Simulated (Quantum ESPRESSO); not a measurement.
# Band energies of GeTe

```xyz
2
Lattice="2.0945 1.2093 3.6790 -2.0945 1.2093 3.6790 0.0000 -2.4185 3.6790" Properties=species:S:1:pos:R:3 pbc="T T T"
Ge     0.0000     0.0000     0.0858
Te     0.0000     0.0000     5.2009
```

LDA (pw.x of Quantum ESPRESSO, ONCV potentials, scalar-relativistic); path ΓLB1,BZΓX,QFP1Z,LP; energies in eV from the valence-band maximum.

```
k (1/Å)  point  band 11  band 12  band 13  band 14  band 15  band 16  band 17  band 18
-------  -----  -------  -------  -------  -------  -------  -------  -------  -------
0.00         Γ   -12.99    -5.02    -1.73    -1.55    -1.55     2.53     3.24     3.24
0.23             -12.84    -5.62    -1.81    -1.61    -1.25     2.36     2.88     2.91
0.57             -12.08    -7.56    -1.86    -1.79    -0.63     1.18     1.66     1.83
0.80             -11.46    -8.63    -1.85    -1.80    -0.31     0.62     0.94     1.39
0.91         L   -11.33    -8.82    -1.86    -1.79    -0.24     0.54     0.82     1.33
1.15             -11.23    -8.71    -3.13    -1.95    -1.17     0.92     1.98     2.94
1.39             -11.02    -8.44    -4.36    -3.32    -1.09     1.20     4.39     4.69
1.63        B1   -10.98    -8.16    -4.57    -4.39    -0.68     1.39     5.17     5.21
1.63         B   -10.98    -8.16    -4.57    -4.39    -0.68     1.39     5.17     5.21
1.85             -11.24    -8.06    -4.50    -3.84    -0.42     1.27     4.79     4.87
2.19             -11.72    -8.34    -2.75    -1.93    -0.27     0.89     2.10     3.03
2.41         Z   -11.84    -8.43    -1.32    -1.32    -0.40     1.02     1.02     1.53
2.73             -12.31    -7.46    -1.43    -1.43    -0.61     1.60     1.60     1.89
2.95             -12.72    -6.24    -1.51    -1.51    -1.04     2.27     2.41     2.41
3.27         Γ   -12.99    -5.02    -1.73    -1.55    -1.55     2.53     3.24     3.24
3.47             -12.87    -5.48    -1.88    -1.62    -1.25     2.37     2.77     3.22
3.77             -12.26    -7.00    -2.85    -1.39    -0.63     1.15     1.52     3.68
3.97             -11.65    -7.92    -3.67    -1.67    -0.93     1.23     1.47     4.35
4.27             -11.00    -8.39    -4.67    -2.65    -2.09     2.64     2.94     5.61
4.37         X   -10.98    -8.23    -4.87    -2.93    -2.42     3.15     3.58     5.03
4.37         Q   -10.98    -8.23    -4.87    -2.93    -2.42     3.15     3.58     5.03
4.77         F   -11.14    -7.56    -4.96    -3.30    -3.28     2.19     5.23     5.99
4.99             -11.12    -7.82    -4.99    -3.10    -2.80     2.61     4.38     5.49
5.11        P1   -11.13    -8.05    -4.90    -2.88    -2.35     2.86     3.66     5.36
5.30             -11.36    -8.10    -4.51    -2.51    -1.72     2.80     2.91     5.30
5.49             -11.65    -8.28    -3.32    -1.96    -0.90     1.91     1.96     3.71
5.78         Z   -11.84    -8.43    -1.32    -1.32    -0.40     1.02     1.02     1.53
5.78         L   -11.33    -8.82    -1.86    -1.79    -0.24     0.54     0.82     1.33
5.87             -11.32    -8.80    -2.04    -1.91    -0.47     0.74     1.19     1.42
6.13             -11.21    -8.52    -3.79    -2.41    -1.57     2.09     2.39     3.81
6.38         P   -11.13    -8.05    -4.90    -2.88    -2.35     2.86     3.66     5.36
```

The LDA gap is 0.54 eV; at least one edge lies off the plotted path, at a point of the SCF mesh. The smallest direct gap is 0.78 eV.

Spin-orbit coupling is left out, which matters for elements this heavy: edges can move by tenths of an eV.

Geometry of the Materials Project entry, not relaxed at this level.

The distance between layers or molecules is the database entry's, not relaxed here. Functionals without dispersion can leave it too large, which widens gaps and weakens the response across layers: the numbers belong to this cell.
